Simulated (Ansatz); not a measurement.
Starting cell, LiF (rock salt):

```
CELL_PARAMETERS angstrom
      0.00000     2.03393     2.03393
      2.03393     0.00000     2.03393
      2.03393     2.03393     0.00000
ATOMIC_POSITIONS crystal
  F  0.00000 0.00000 0.00000
  Li 0.50000 0.50000 0.50000
```

A phonon eigenvector at Γ is frozen into this cell: atom i moves by Q times the vector below, so Q is the largest atomic displacement, in Å. The cell is held. It is one choice among 3 degenerate patterns.

| atom | x | y | z |
|---|---|---|---|
| F1 | 0.000 | 0.000 | -0.365 |
| Li2 | 0.000 | 0.000 | 1.000 |

Computed with PBE (plane waves to 420 eV, PAW, scalar-relativistic; Ansatz, a first-principles code). k mesh 14×14×14 (Γ-centred), Fermi-Dirac smearing 0.05 eV. E stands for the smeared free energy. LiF was relaxed with its symmetry unable to fall. ΔE is measured from the undisplaced structure.

```csv
Q (Å),ΔE (meV/cell)
-0.1000,13.6
-0.0833,9.2
-0.0667,withheld
-0.0500,3.2
-0.0333,1.4
-0.0167,0.3
0.0000,0.0
0.0167,0.3
0.0333,1.4
0.0500,3.2
0.0667,withheld
0.0833,9.2
0.1000,13.6
```

Problem. Fit an even polynomial form (powers 2, 4) to the given rows and predict ΔE at Q = -0.0667.

Solution. Least squares on the 11 given rows: ΔE = (1249)·Q² + (11090)·Q⁴, in meV/cell with Q in Å; root-mean-square residual 0.02 meV/cell. At -0.0667 the fit gives 5.8 meV/cell; the calculation gives 5.7 meV/cell, so the interpolation is off by 0.1 (+1.8 %). The quadratic term alone would give 5.6 meV/cell.

(A displaced cell: forces are minus the slopes of the energy, force constants its curvatures, and phonons follow from these.)
